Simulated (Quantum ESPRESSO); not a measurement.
# Band energies of BaTe at +1 % isotropic strain

```
CELL_PARAMETERS angstrom
      0.00000     3.50413     3.50413
      3.50413     0.00000     3.50413
      3.50413     3.50413     0.00000
ATOMIC_POSITIONS crystal
  Te 0.50000 0.50000 0.50000
  Ba 0.00000 0.00000 0.00000
```

PBEsol (pw.x of Quantum ESPRESSO, ONCV potentials, no spin-orbit coupling); path ΓXWKΓLUWLK,UX; energies in eV from the valence-band maximum.

```
k (1/Å)  point  band 9  band 10  band 11  band 12  band 13  band 14  band 15  band 16
-------  -----  ------  -------  -------  -------  -------  -------  -------  -------
0.00         Γ  -12.04    -9.53     0.00     0.00     0.00     2.80     2.96     2.96
0.45            -12.08    -9.21    -1.48    -0.29    -0.29     2.08     3.70     3.98
0.90         X  -12.12    -9.32    -1.09    -0.36    -0.36     1.52     4.50     4.59
1.34         W  -12.18    -9.12    -1.24    -0.91    -0.91     3.47     3.47     4.83
1.50            -12.12    -9.12    -1.24    -0.99    -0.79     2.82     4.26     5.01
1.66         K  -12.09    -9.13    -1.23    -1.02    -0.73     2.55     4.95     5.18
1.98            -12.05    -8.97    -1.81    -1.00    -0.74     3.74     4.07     4.24
2.40            -12.03    -9.39    -0.62    -0.31    -0.13     2.97     3.09     3.19
2.61         Γ  -12.04    -9.53     0.00     0.00     0.00     2.80     2.96     2.96
2.90            -12.04    -9.29    -0.94    -0.42    -0.42     2.97     3.36     3.36
3.29            -12.05    -8.82    -2.14    -1.04    -1.04     3.83     4.76     4.76
3.39         L  -12.05    -8.79    -2.20    -1.07    -1.07     4.03     4.77     4.94
3.83            -12.08    -9.05    -1.49    -0.99    -0.83     2.92     4.63     4.99
3.94         U  -12.09    -9.13    -1.23    -1.02    -0.73     2.55     4.95     5.18
4.26         W  -12.18    -9.12    -1.24    -0.91    -0.91     3.47     3.47     4.83
4.62            -12.07    -8.92    -1.88    -1.00    -0.98     3.70     4.08     5.16
4.89         L  -12.05    -8.79    -2.20    -1.07    -1.07     4.03     4.77     4.94
5.05            -12.05    -8.84    -2.09    -1.05    -1.03     3.86     4.53     4.89
5.36            -12.09    -9.08    -1.41    -0.99    -0.80     2.81     4.72     5.04
5.44         K  -12.09    -9.13    -1.23    -1.02    -0.73     2.55     4.95     5.18
5.44         U  -12.09    -9.13    -1.23    -1.02    -0.73     2.55     4.95     5.18
5.76         X  -12.12    -9.32    -1.09    -0.36    -0.36     1.52     4.50     4.59
```

The PBEsol gap is indirect, 1.52 eV, from Γ to X; the smallest direct gap is 1.88 eV.

Spin-orbit coupling is left out, which matters for elements this heavy: edges can move by tenths of an eV.

Geometry strained from the cell relaxed with PBEsol, atoms relaxed again.
